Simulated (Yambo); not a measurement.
# Convergence of the G0W0 gap of NaScTl₂F₆

G0W0@LDA for NaScTl2F6 (space group Fm-3m, No. 225) in Yambo. Reference settings: 2×2×2 Γ-centred k mesh, bands 3 to 322 and a 8 Ry block in the screening, 322 bands in G with the Bruneval-Gonze terminator, plasmon pole fitted at 27.2 eV. The LDA gap X → X on this mesh is 4.37 eV; G0W0 gaps are taken between the same points.

```
change from the reference                   G0W0 gap X → X (eV)  shift of the valence edge (eV)        rough Yambo cost
------------------------------------------  -------------------  ------------------------------  ----------------------
reference settings                                         7.14                           -1.73                       1
85 bands in W, 85 bands in G                               7.25                           -1.38               about 1/5
181 bands in W, 181 bands in G                             7.17                           -1.63  within a factor of two
250 bands in W, 250 bands in G                             7.15                           -1.69  within a factor of two
wavefunctions cut at 10 Ry                                 6.69                           -1.15               about 1/4
wavefunctions cut at 20 Ry                                 7.07                           -1.60               about 1/4
wavefunctions cut at 30 Ry                                 7.11                           -1.69               about 1/3
wavefunctions cut at 50 Ry                                 7.14                           -1.72               about 1/3
exchange cut at 20 Ry                                      6.72                           -1.23                       –
85 bands in W, 85 bands in G, 3 Ry block                   7.40                           -1.59               about 1/6
85 bands in W, 85 bands in G, 6 Ry block                   7.27                           -1.41               about 1/6
127 bands in W, 127 bands in G, 3 Ry block                 7.27                           -1.68               about 1/4
181 bands in W, 181 bands in G, 2 Ry block                 7.35                           -1.97               about 1/2
181 bands in W, 181 bands in G, 5 Ry block                 7.17                           -1.67               about 1/2
3 Ry block, no terminator                                  7.14                           -1.76  within a factor of two
```

The reference isn't shown to be the converged limit. Costs are rough (shared machines), scaled to the same edge states, and given only for runs that recompute the screening.

Spin-orbit coupling is left out; with 6p states at a band edge it can lower the gap by many tenths of an eV, most of a small gap.

The standard potential for Tl keeps a d shell in the valence without the s and p states of that shell. In tests on such compounds this moved G0W0 gaps by up to about 0.9 eV, so absolute quasiparticle energies here are unreliable; differences between settings are what counts.

Geometry of the Materials Project entry, not relaxed at this level; primitive cell a = b = c = 6.188 Å, α = β = γ = 60.00°.

The structure is a Materials Project entry; no match was found in the copy of COD used, and its stability was not checked.

A shift is the quasiparticle energy of the state minus its LDA energy.
